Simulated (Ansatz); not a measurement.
InGaP2 in space group R3m (No. 160; In on 3a, Ga on 3a, P on 3a, P on 3a), the program Ansatz at the PBEsol level (PAW). The conduction-band minimum lies at Γ, with 1 equivalent valley. Second derivatives d²E/dk² of the lowest band at one valley (eV·Å²), along Cartesian directions:

| direction | d²E/dk² |
|---|---|
| [100] | 108.9 |
| [010] | 108.9 |
| [001] | 70.42 |
| [110] | 108.9 |
| [101] | 89.74 |
| [011] | 89.70 |

**Question.** Find the principal effective masses, the density-of-states mass and the conductivity mass.

**Answer.** Off-diagonal terms follow from H_xy = H[110] − (H_xx + H_yy)/2, and m*/mₑ = 7.620 eV·Å² over each eigenvalue: 0.070, 0.070, 0.11. One valley's DOS mass (m₁m₂m₃)^(1/3) = 0.081, conductivity mass 3/(Σ 1/mᵢ) = 0.079 mₑ.

**Question.** What effective density of states Nc follows at 300 K for parabolic valleys?

**Answer.** Nc = 2.509e19 × 1 × (0.081)^(3/2) ≈ 5.8e17 cm⁻³.

The workflow started from a Materials Project entry (that database holds measured and hypothetical structures alike); the Crystallography Open Database copy checked does not list it. With In and Ga taken as one species the cell has the higher symmetry F-43m, so it may be an ordered model of a mixed-site phase. Whether it is the stable phase at ambient conditions was not checked. Symmetry was held in the PBEsol relaxation; of distortions, only those at the zone centre were tested. Spin–orbit coupling is left out wherever it is not named.

Potentials: the later of the program's two PAW sets.
